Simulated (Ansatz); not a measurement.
Mg2SiNi3 in space group R-3m (No. 166; Mg on 6c, Si on 3b, Ni on 9e), plane-wave PAW r²SCAN (Ansatz code), all energies at zero smearing, with the estimated change up to a 700 eV cutoff added, with one set of potentials and settings (totals compare only within such a set). Cell of 6 atoms (2 Mg, 1 Si, 3 Ni): -22030.405 eV.

| element | reference phase | E (eV/atom) |
|---|---|---|
| Mg | P6_3/mmc, 2 atoms in the cell | -1926.4080 |
| Si | Fd-3m, 2 atoms in the cell | -639.0665 |
| Ni | Fm-3m, 1 atoms in the cell, spin-polarised | -5845.2921 |

Formation energy per atom, worked out: (-22030.405 − 2×(-1926.4080) − 1×(-639.0665) − 3×(-5845.2921))/6 = -0.441 eV/atom (-43 kJ per mol of atoms), at 0 K, without zero-point energy or fitted corrections.

The first step of the workflow began from a Materials Project structure, measured or hypothetical; the Crystallography Open Database copy checked does not list it. Whether it is the stable phase at ambient conditions was not checked. The cell was relaxed with r²SCAN under the symmetry of its start; its stability against distortions is not shown here. The run is not spin-polarised. The references are the lowest solids computed at this level, not always the standard phases.

Potentials: the earlier of the program's two PAW sets.
